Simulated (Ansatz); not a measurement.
GaSb3: clamped-ion strain scan

These are results of DFT PBE+D3(BJ), scalar-relativistic, plane waves, PAW (Ansatz 0.2.0), not measurements. Settings: plane waves to 420 eV, k-mesh 12×12×12 (Γ-centred), Gaussian smearing 0.15 eV. No spin polarisation. Energies are free energies at this smearing, counted from the undisturbed cell; pressure is positive in compression.

The starting cell (relaxed at this level; with this scan's settings it stands at 0.4 GPa; it needn't be the usual structure):

```
Ga Sb
1.0
     0.00000    3.64789    3.64789
     3.64789    0.00000    3.64789
     3.64789    3.64789    0.00000
Ga Sb
1 3
Direct
  0.00000 0.00000 0.00000
  0.25000 0.25000 0.25000
  0.75000 0.75000 0.75000
  0.50000 0.50000 0.50000
```

The cell is strained by ε times the Voigt pattern (0, 0, 0, 0, 0, 1) (xx, yy, zz, yz, xz, xy; engineering shear) with fractional coordinates fixed. The cell is metallic on the mesh throughout.

```
      ε  ΔE (meV/atom) stress summed along the pattern (GPa, tension positive)
-0.0400            3.7                                                    -1.25
-0.0200            0.9                                                    -0.60
 0.0000            0.0                                                     0.00
 0.0300            2.1                                                     0.92
```